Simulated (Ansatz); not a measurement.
Data:

Co2C (space group Pnnm)

```yaml
crystal:
  lattice:
    - [4.30107, 0.00000, 0.00000]
    - [0.00000, 4.31411, 0.00000]
    - [0.00000, 0.00000, 2.84028]
  atoms:
    - { symbol: Co, position: [0.35276, 0.25620, 0.00000] }
    - { symbol: Co, position: [0.64724, 0.74380, 0.00000] }
    - { symbol: Co, position: [0.14724, 0.75620, 0.50000] }
    - { symbol: Co, position: [0.85276, 0.24380, 0.50000] }
    - { symbol: C, position: [0.00000, 0.00000, 0.00000] }
    - { symbol: C, position: [0.50000, 0.50000, 0.50000] }
```

The volume is varied about the relaxed value V₀ at fixed cell shape. The atoms relax within the cell's symmetry.

The numbers are results of PBEsol (plane waves to 420 eV, PAW, scalar-relativistic; Ansatz, a program for electronic structure), not measurements. k mesh 11×11×16 (Γ-centred), Fermi-Dirac smearing 0.05 eV. Energies are smeared free energies. Compression counts positive. With the shape held, the modulus is that of even scaling; a crystal free to change shape is softer. Co2C is run without spin polarisation. Co2C was relaxed with its symmetry unable to fall. ΔE is measured from the relaxed starting cell.

The scan covers V/V₀ from 0.940 to 1.060 in 11 points.

Task: What bulk modulus at fixed cell shape B₀ follows from a third-order Birch-Murnaghan fit?

Result: 288 GPa.

Task: What is the fitted pressure derivative B₀′?

Result: 4.8.

(Under strain, the slope of the energy per volume gives the stress and its curvature an elastic modulus.)
